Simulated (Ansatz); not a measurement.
Computed properties of Pt3Pb

Pt3Pb:
```
Pt3Pb
1.0
    4.06788     0.00000     0.00000
    0.00000     4.06788     0.00000
    0.00000     0.00000     4.06788
Pt Pb
3 1
Direct
  0.00000   0.50000   0.50000
  0.50000   0.00000   0.50000
  0.50000   0.50000   0.00000
  0.00000   0.00000   0.00000
```

Space group Pm-3m (No. 221), Cu3Au type; conventional cell a = 4.068 Å, b = 4.068 Å, c = 4.068 Å, α = 90.00°, β = 90.00°, γ = 90.00°.

Method: DFT-PBEsol in the program Ansatz with PAW potentials. Geometry: relaxed at this level of theory. Other levels are named where they apply.

### Cell and energy

- Volume per atom: 16.83 Å³
- Density: 19.55 g/cm³
- Formation energy from the elements (no fitted shifts): -0.080 eV/atom

### Electronic structure

* **Electronic character**: metallic (no gap)
* **Density of states at the Fermi level**: 0.31 states/eV per atom (mean over ±0.08 eV)
* **Gap with spin–orbit coupling**: none (metallic)

### Mechanics

* **Bulk modulus (Birch–Murnaghan fit)**: 204 GPa
* **Pressure derivative B′**: 5.5
* **Elastic constants (relaxed ions, GPa)**: C11 = 259, C12 = 176, C44 = 63.2
* **Mechanical stability**: stable (all eigenvalues of C positive)
* **Hill bulk and shear moduli**: 204 and 53.4 GPa
* **Young's modulus**: 147 GPa
* **Poisson's ratio**: 0.38
* **Debye temperature from the elastic constants**: 217 K

### Phonons

* **Highest zone-centre frequency**: 19.5 meV
* **Zone-centre stability**: no imaginary mode at Γ

The workflow started from an entry of the Crystallography Open Database (COD). Whether it is the stable phase at ambient conditions was not checked. Symmetry was held in the PBEsol relaxation. No spin polarisation was allowed. As this level gives no gap, shear constants depend on the k-mesh and smearing (Fermi–Dirac, 0.1 eV here). As this level gives no gap, phonon frequencies hold no LO–TO term and depend on the k-mesh and smearing (Fermi–Dirac, 0.1 eV here). The references are the lowest solids computed at this level, not always the standard phases. Spin–orbit coupling is left out wherever it is not named.

Potentials: the later of the program's two PAW sets.
